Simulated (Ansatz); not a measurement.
## Property card for KLuS2

KLuS₂:
```
KLuS2
1.0
    1.97591     1.14079     7.30261
   -1.97591     1.14079     7.30261
    0.00000    -2.28159     7.30261
Lu K S
1 1 2
Direct
  0.50000   0.50000   0.50000
  0.00000   0.00000   0.00000
  0.23308   0.23308   0.23308
  0.76692   0.76692   0.76692
```

Space group R-3m (No. 166); conventional cell a = b = 3.952 Å, c = 21.908 Å, α = β = 90.00°, γ = 120.00°.

Method: r²SCAN (plane waves, PAW; program Ansatz). Geometry: relaxed at this level of theory. Other levels are named where they apply.

### Cell and energy

- Volume per atom = 24.69 Å³
- Density = 4.68 g/cm³
- Formation energy from the elements (no fitted shifts) = -2.14 eV/atom

### Electronic structure

- Band gap: 2.70 eV (indirect)
- Valence-band maximum: at Γ
- Conduction-band minimum: at F (3 equivalent valleys)
- Smallest direct gap on the standard path: 3.58 eV
- Electron effective mass: 0.30, 0.52, 1.8 mₑ (principal values)
- Electron effective mass with spin–orbit coupling: 0.30, 0.52, 1.8 mₑ (principal values)
- Hole effective mass, band 1 of 2 at the edge: 0.84 along x, 2.8 along z (mₑ)
- Hole effective mass, band 2 of 2 at the edge: 0.24 along x, 2.8 along z (mₑ)
- Hole effective mass with spin–orbit coupling: 0.37, 0.37, 2.7 mₑ (principal values)
- HSE06 gap on the r²SCAN cell: 3.31 eV
- Gap with spin–orbit coupling: 2.65 eV

### Mechanics

- Bulk modulus (Birch–Murnaghan fit): 49.6 GPa
- Pressure derivative B′: 4.5

### Charges

Bader charges: Lu +2.00, K +0.81, S -1.41 e

The measured cell (COD 2105802, doi:10.1107/S2052520613034574; 301 K, pressure taken as ambient) has 24.61 Å³ per atom; the computed volume differs by 0.3 %, which includes thermal expansion and zero-point motion.

The workflow started from an entry of the Crystallography Open Database (COD, 301 K). Whether it is the stable phase at ambient conditions was not checked. The r²SCAN relaxation kept the symmetry of its start; its stability against distortions is not shown here. The references are the lowest solids computed at this level, not always the standard phases. Scalar-relativistic: spin–orbit coupling is off unless named, which matters more the heavier the elements.

Potentials: the later of the program's two PAW sets.
